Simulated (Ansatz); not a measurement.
Be (hcp, Mg type)

```
CELL_PARAMETERS angstrom
      2.26315     0.00000     0.00000
     -1.13157     1.95994     0.00000
      0.00000     0.00000     3.56313
ATOMIC_POSITIONS crystal
  Be 0.33333 0.66667 0.75000
  Be 0.66667 0.33333 0.25000
```

All values below come from r2SCAN (plane waves to 500 eV, PAW, scalar-relativistic; Ansatz, a program for electronic structure). Harmonic phonons by density-functional perturbation theory on a 24×24×14 k mesh, in cm⁻¹ and rounded to 5; i marks imaginary ones, q is in fractions of the reciprocal vectors of the cell shown, and the three acoustic modes at Γ are left out. Be was relaxed with its symmetry unable to fall. The PAW data are Ansatz's earlier set.

Task: Is the structure dynamically stable at Γ, M = (0.5, 0.0, 0.0), A = (0.0, 0.0, 0.5), L = (0.5, 0.0, 0.5)?

Result: No imaginary mode at these points (lowest 365 cm⁻¹ at A = (0.0, 0.0, 0.5)); other wave vectors were not tested.

Task: List the wavenumbers at Γ, M = (0.5, 0.0, 0.0), A = (0.0, 0.0, 0.5), L = (0.5, 0.0, 0.5), with degeneracies.

Result: 
```csv
q,wavenumbers (cm⁻¹)
Γ,"465 (×2), 715"
"M = (0.5, 0.0, 0.0)","410, 440, 595, 605, 620, 625"
"A = (0.0, 0.0, 0.5)","365 (×4), 515 (×2)"
"L = (0.5, 0.0, 0.5)","505 (×2), 530 (×2), 675 (×2)"
```
